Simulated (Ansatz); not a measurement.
LuN (rock salt, space group No. 225) at seven volumes, the program Ansatz at the HSE06 level (PAW), scaled uniformly. One row is withheld.

| V (Å³/atom) | P (GPa) |
|---|---|
| 12.249 | ? |
| 12.653 | 12.97 |
| 13.057 | 5.99 |
| 13.461 | 0.00 |
| 13.865 | -5.14 |
| 14.269 | -9.54 |
| 14.672 | -13.32 |

Task: Fit the shown pressures and predict the withheld one.

Result: Third-order Birch–Murnaghan: P = (3/2)B₀(x^(7/2) − x^(5/2))[1 + (3/4)(B′ − 4)(x − 1)] with x = (V₀/V)^(2/3). Least squares on the six rows gives V₀ = 13.461 Å³/atom, B₀ = 184.5 GPa, B′ = 4.11. At V = 12.249, x = 1.0649 and P = 21.14 GPa. The run itself gave 21.10 GPa.

Space group Fm-3m (rock salt). The workflow started from a Materials Project entry (that database holds measured and hypothetical structures alike); the Crystallography Open Database files this formula in space group No. 225, but the cells were not matched. Its standing as an ambient phase is unchecked. The cell was relaxed with HSE06 under the symmetry of its start; its stability against distortions is not shown here. Spin–orbit coupling is left out wherever it is not named.

Potentials: the later of the program's two PAW sets.
